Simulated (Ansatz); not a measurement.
The following input was run with Ansatz 0.2.0.

```yaml
crystal:
  lattice:
    - [-1.5433832583, 1.5433832583, 3.7880163745]
    - [1.5433832583, -1.5433832583, 3.7880163745]
    - [1.5433832583, 1.5433832583, -3.7880163745]
  atoms:
    - { symbol: Si, position: [0.3331851105, 0.3331851105, 0.0] }
    - { symbol: Si, position: [0.6668148895, 0.6668148895, 0.0] }
    - { symbol: W, position: [0.0, 0.0, 0.0] }
basis:
  ecutwfc: 420
kpoints:
  mp_grid: { grid: [18, 18, 18] }
hamiltonian:
  xc: pbe
scf:
  occupations: { method: gaussian, width: 0.1 }
output:
  forces: true
  stress: true
  eigenvalues: true
relax:
  adjacent_minimum: "off"
  f_tol: 0.01
  max_steps: 30
  cell: { stress_tol: 0.1, fix: [volume] }
```

Launched with
```bash
ansatz run input.yaml --threads 1 --pin off --max-ram 2560MiB --backend cpu --events-out ev --progress --plain --runs-dir out
```

Method: DFT PBE, scalar-relativistic, plane waves, PAW in Ansatz 0.2.0.

Part of what the program printed, abridged (iterations and final results):

```
SCF iter   1: F=—  HF=-11656.958901 eV  |F-HF|=—  |Δ(HF+E_count)|=         —  Δρ=4.43e-3  dr2=5.76e-3  ethr=1.77e-3  ⟨swp⟩=5.1  Hψ=41735  notcnv=0
SCF iter   2: F=—  HF=-11656.958270 eV  |F-HF|=—  |Δ(HF+E_count)|=   6.31e-4  Δρ=2.61e-3  dr2=2.20e-3  ethr=2.62e-5  ⟨swp⟩=1.0  Hψ=11042  notcnv=0
SCF iter   3: F=—  HF=-11656.957824 eV  |F-HF|=—  |Δ(HF+E_count)|=   4.46e-4  Δρ=2.59e-4  dr2=2.05e-5  ethr=1.00e-5  ⟨swp⟩=2.1  Hψ=9913  notcnv=0
SCF iter   4: F=—  HF=-11656.957820 eV  |F-HF|=—  |Δ(HF+E_count)|=   3.23e-6  Δρ=7.29e-5  dr2=3.91e-6  ethr=9.31e-8  ⟨swp⟩=2.0  Hψ=10518  notcnv=0
SCF iter   5: F=—  HF=-11656.957820 eV  |F-HF|=—  |Δ(HF+E_count)|=   8.45e-7  Δρ=2.40e-5  dr2=1.20e-7  ethr=1.78e-8  ⟨swp⟩=2.4  Hψ=9975  notcnv=0
SCF iter   6: F=-11656.957820 eV  HF=-11656.957820 eV  |F-HF|=2.62e-9  |Δ(HF+E_count)|=   3.24e-9  Δρ=3.74e-6  dr2=5.29e-9  ethr=4.55e-10  ⟨swp⟩=4.7  Hψ=27075  notcnv=0
SCF 1 converged in 6 iterations: F = -11656.957820 eV  dr2 = 5.29e-9
relax step   1: F+E_penalty+E_count = -11656.95781964 eV  Δ(F+E_penalty+E_count) = +0.000e0 eV  max|allowed force component| = 9.792e-2 eV/Å  Δτ_max = 0.0000 Å  P = +36.851 GPa  Ω = 36.093 Å³  fix = [volume]  reactions: volume +36.851 GPa (6 SCF iters, dr2 threshold 1.00e-7 eV, accepted)
Initial density: handed on by an earlier stage of this run
Initial wavefunctions: those handed on with the density
SCF iter   1: F=—  HF=-11656.958417 eV  |F-HF|=—  |Δ(HF+E_count)|=         —  Δρ=4.14e-4  dr2=4.88e-5  ethr=1.80e-7  ⟨swp⟩=2.1  Hψ=43158  notcnv=0
SCF iter   2: F=—  HF=-11656.958405 eV  |F-HF|=—  |Δ(HF+E_count)|=   1.21e-5  Δρ=2.29e-4  dr2=1.49e-5  ethr=1.80e-7  ⟨swp⟩=1.0  Hψ=7255  notcnv=0
SCF iter   3: F=—  HF=-11656.958400 eV  |F-HF|=—  |Δ(HF+E_count)|=   5.84e-6  Δρ=3.24e-5  dr2=4.27e-7  ethr=6.78e-8  ⟨swp⟩=2.3  Hψ=11736  notcnv=0
SCF iter   4: F=-11656.958399 eV  HF=-11656.958399 eV  |F-HF|=5.97e-9  |Δ(HF+E_count)|=   1.33e-7  Δρ=7.92e-6  dr2=1.62e-8  ethr=1.36e-9  ⟨swp⟩=5.0  Hψ=28340  notcnv=0
SCF 2 converged in 4 iterations: F = -11656.958399 eV  dr2 = 1.62e-8
relax step   2: F+E_penalty+E_count = -11656.95839937 eV  Δ(F+E_penalty+E_count) = -5.797e-4 eV  max|allowed force component| = 3.197e-2 eV/Å  Δτ_max = 0.0027 Å  P = +36.695 GPa  Ω = 36.093 Å³  fix = [volume]  reactions: volume +36.695 GPa (4 SCF iters, dr2 threshold 3.00e-7 eV, accepted)
SCF iter   1: F=—  HF=-11656.958447 eV  |F-HF|=—  |Δ(HF+E_count)|=         —  Δρ=1.05e-4  dr2=8.76e-6  ethr=3.42e-8  ⟨swp⟩=2.0  Hψ=43075  notcnv=0
SCF iter   2: F=—  HF=-11656.958446 eV  |F-HF|=—  |Δ(HF+E_count)|=   1.59e-6  Δρ=5.90e-5  dr2=2.73e-6  ethr=3.42e-8  ⟨swp⟩=1.1  Hψ=7315  notcnv=0
SCF iter   3: F=-11656.958445 eV  HF=-11656.958445 eV  |F-HF|=9.05e-8  |Δ(HF+E_count)|=   9.76e-7  Δρ=1.08e-5  dr2=1.11e-7  ethr=6.31e-10  ⟨swp⟩=3.3  Hψ=29248  notcnv=0
SCF 3 converged in 3 iterations: F = -11656.958445 eV  dr2 = 1.11e-7
relax step   3: F+E_penalty+E_count = -11656.95844455 eV  Δ(F+E_penalty+E_count) = -4.517e-5 eV  max|allowed force component| = 1.040e-2 eV/Å  Δτ_max = 0.0008 Å  P = +36.689 GPa  Ω = 36.093 Å³  energy of the carried Pulay correction = -2.139e-18 eV  fix = [volume]  reactions: volume +36.689 GPa (3 SCF iters, dr2 threshold 1.39e-7 eV, accepted)
SCF iter   1: F=—  HF=-11656.958450 eV  |F-HF|=—  |Δ(HF+E_count)|=         —  Δρ=5.96e-5  dr2=3.04e-6  ethr=1.22e-8  ⟨swp⟩=2.0  Hψ=42520  notcnv=0
SCF iter   2: F=—  HF=-11656.958450 eV  |F-HF|=—  |Δ(HF+E_count)|=   2.81e-7  Δρ=3.40e-5  dr2=9.53e-7  ethr=1.22e-8  ⟨swp⟩=1.1  Hψ=7279  notcnv=0
SCF iter   3: F=—  HF=-11656.958450 eV  |F-HF|=—  |Δ(HF+E_count)|=   3.40e-7  Δρ=6.55e-6  dr2=4.03e-8  ethr=4.33e-9  ⟨swp⟩=2.4  Hψ=10083  notcnv=0
SCF iter   4: F=-11656.958450 eV  HF=-11656.958450 eV  |F-HF|=1.60e-10  |Δ(HF+E_count)|=   1.39e-8  Δρ=1.55e-6  dr2=5.69e-10  ethr=3.07e-11  ⟨swp⟩=5.0  Hψ=24883  notcnv=0
SCF 4 converged in 4 iterations: F = -11656.958450 eV  dr2 = 5.69e-10
relax step   4: F+E_penalty+E_count = -11656.95844969 eV  Δ(F+E_penalty+E_count) = -5.148e-6 eV  max|allowed force component| = 3.895e-4 eV/Å  Δτ_max = 0.0004 Å  P = +36.685 GPa  Ω = 36.093 Å³  energy of the carried Pulay correction = -2.139e-18 eV  fix = [volume]  reactions: volume +36.685 GPa (4 SCF iters, dr2 threshold 6.76e-9 eV, accepted)
Initial wavefunctions: pseudopotential atomic-orbital guess (no wavefunctions were taken with the density)
SCF iter   1: F=—  HF=-11656.958450 eV  |F-HF|=—  |Δ(HF+E_count)|=         —  Δρ=4.24e-6  dr2=1.33e-9  ethr=1.87e-8  ⟨swp⟩=3.2  Hψ=62821  notcnv=0
SCF iter   2: F=—  HF=-11656.958450 eV  |F-HF|=—  |Δ(HF+E_count)|=   4.22e-7  Δρ=2.20e-6  dr2=3.81e-10  ethr=6.06e-12  ⟨swp⟩=3.0  Hψ=13988  notcnv=0
SCF iter   3: F=-11656.958450 eV  HF=-11656.958450 eV  |F-HF|=3.64e-12  |Δ(HF+E_count)|=  2.96e-10  Δρ=4.23e-7  dr2=3.45e-11  ethr=1.00e-12  ⟨swp⟩=5.9  Hψ=29739  notcnv=0
SCF 5 converged in 3 iterations: F = -11656.958450 eV  dr2 = 3.45e-11
SCF converged after 3 iterations
Free energy (F): -11656.958450 eV
Harris-Foulkes:  -11656.958450 eV  (|F-HF|=3.64e-12)
Internal energy: -11656.957339 eV  (E = F + TS)
E sigma→0 (E₀):  -11656.957895 eV
Entropy (-TS):   -0.001111 eV (-0.370 meV/atom)
Fermi energy:    19.048671 eV
--- Per-component energies (eV) ---
  E_band       = -34.542605
  E_kinetic    = 553.929363
  E_local      = -868.837674  (includes V_loc(G=0)·N_el)
  E_nonlocal   = 52.707197
  E_hartree    = 352.014343
  E_xc         = -386.621323
  E_vxc        = -344.739111  (∫ρ·V_xc dr)
  E_paw        = -9589.393668  (= ΣΔE_a)
  E_vpaw       = -131.630928  (= ΣTr[D̂ρ^β])
  E_aug_tail   = -0.000056  (compensation charges beyond the density's cutoff)
  E_ewald      = -1770.755520
  E_smearing   = -0.001111  (= −TS)
--- Forces (eV/Å), atoms counted from 1 ---
  atom   1  Si     0.00000000     0.00000000     0.00038139
  atom   2  Si     0.00000000     0.00000000    -0.00038139
  atom   3  W      0.00000000     0.00000000     0.00000000
--- Stress (GPa, compression-positive) ---
       36.683355       0.000000       0.000000
        0.000000      36.683355       0.000000
        0.000000       0.000000      36.689407
  P = ⅓ Tr σ = 36.6854 GPa (366.854 kbar)
--- Band table (eV; the first three rows and the last of 480) ---
  k-point 0: bands = ["-54.5054", "-18.9502", "-18.8236", "-18.8236", "3.9507", "11.4278", "15.1455", "15.3056", "15.8593", "15.8593", "19.8541", "21.4591", "22.5536", "22.6501", "22.6501"]
  k-point 1: bands = ["-54.5045", "-18.9480", "-18.8342", "-18.8326", "4.0628", "11.5339", "14.8085", "15.1855", "15.5375", "16.3632", "19.2778", "21.8693", "22.3969", "22.7343", "22.8031"]
  k-point 2: bands = ["-54.5020", "-18.9419", "-18.8641", "-18.8587", "4.3934", "11.8350", "14.2003", "14.7962", "15.3070", "16.9270", "18.0441", "22.2050", "22.7662", "22.9591", "23.0944"]
  k-point 479: bands = ["-54.5050", "-18.9817", "-18.8256", "-18.8256", "6.4082", "7.3392", "14.5326", "16.0337", "18.2325", "18.2325", "18.4520", "18.4520", "20.0750", "23.8199", "25.1019"]
--- Relaxed structure (4 steps of the walk, 4 accepted, 1 SCFs on fresh bases) ---
  F+E_penalty+E_count = -11656.95845049 eV   max|allowed force component| = 3.814e-4 eV/Å   (the final SCF, on the basis selected at the relaxed cell)
  cell:  # Å, volume = 36.0927 Å³
    - [-1.54204855, 1.54204855, 3.79457654]
    - [1.54204855, -1.54204855, 3.79457654]
    - [1.54204855, 1.54204855, -3.79457654]
  atoms:
    - { symbol: Si, position: [0.33268196, 0.33268196, 0.0] }
    - { symbol: Si, position: [0.66731803, 0.66731803, 0.0] }
    - { symbol: W, position: [0.0, 0.0, 0.0] }
```

The relaxation met its thresholds.

The run took 22 s on 1 thread of AMD EPYC 9R45 96-Core Processor (Zen 5), on a shared host, peak memory 0.64 GiB.

Spin–orbit coupling is left out, which can shift energies with elements as heavy as these.